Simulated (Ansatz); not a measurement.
MoPd:
```
MoPd
1.0
    3.11978     0.00000     0.00000
    0.00000     3.11978     0.00000
    0.00000     0.00000     3.11978
Pd Mo
1 1
Direct
  0.00000   0.00000   0.00000
  0.50000   0.50000   0.50000
```

Relaxed with PBEsol. Special points in fractions of this cell's reciprocal vectors: Γ (0.000, 0.000, 0.000); X (0.000, 0.500, 0.000); M (0.500, 0.500, 0.000); R (0.500, 0.500, 0.500).

### Question
List the band energies nearest the Fermi level at these points for PBEsol (plane waves, PAW; program Ansatz).

### Answer
In eV from the Fermi level; about four levels below and three above (degenerate sets whole), none deeper than 8.9 eV; … stands for higher levels left out; points with the same levels are listed once.

| k | below | above |
|---|---|---|
| Γ | -3.33 -3.33 -3.33 -0.12 -0.12 | 2.32 2.32 2.32 |
| X | -2.41 -0.60 -0.60 -0.21 | 1.18 3.52 … |
| M | -4.60 -4.60 -1.78 -1.09 | 0.39 0.99 0.99 |
| R | -3.10 -3.10 -3.10 -1.72 -1.72 | 2.61 2.61 6.74 |

Space group Pm-3m (CsCl type). The start of the workflow was typed in or built on a structure type; neither database checked (COD, Materials Project) lists it. Its standing as an ambient phase is unchecked. The cell was relaxed with PBEsol under the symmetry of its start. At this level the phase is mechanically unstable. The run is not spin-polarised. Its formation energy is positive at this level, so the cell may be metastable or incomplete. Spin–orbit coupling is left out wherever it is not named.

Potentials: the earlier of the program's two PAW sets. The files were generated under PBE; for other functionals the program regenerates the frozen cores, and for LDA and PBEsol the local potential too.
